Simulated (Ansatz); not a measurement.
HfAu2: strain energy, fitted

HfAu2, I4/mmm, a = 3.525 Å, c = 8.671 Å. The structure is a Materials Project entry; whether it is the stable form wasn't checked. Ansatz: PBEsol, PAW, 420 eV, Γ-centred 10×10×4 mesh on 6 atoms, Gaussian smearing 0.10 eV; no spin polarisation. Series: biaxial strain in the a-b plane, c and atoms relaxed; x is the strain in per cent. y is the free energy over the unstrained cell, V0 = 17.956 Å³/atom.

```tsv
x (%)	y (meV/atom)
-4.0	?
-2.0	12.16
0.0	0.00
2.0	10.63
4.0	42.48
```

Q: Fit y = c2 x² + c3 x³ to the other rows, turn c2 into a modulus, and predict the missing energy.

A: Least squares on the rows shown. y = 2.8856 x² − 0.058796 x³. In eV per unit strain² c2 is 28.86; M is the biaxial modulus (E = M V0 ε²): 28.86 × 160.2 / (17.956) = 257 GPa. At x = -4.0 the fit asked for gives 49.93 meV/atom. The run gave 46.08 meV/atom, so the fit is 3.85 meV/atom too high, 8.4 % of the span of the series, against an rms of 0.27 meV/atom on the fitted rows. The row lies outside the fitted range. With a term in x⁴ added, a fit to the same known rows (none to spare) predicts 54.72 meV/atom, further off still.

Spin–orbit coupling is left out, which can shift energies with elements as heavy as these.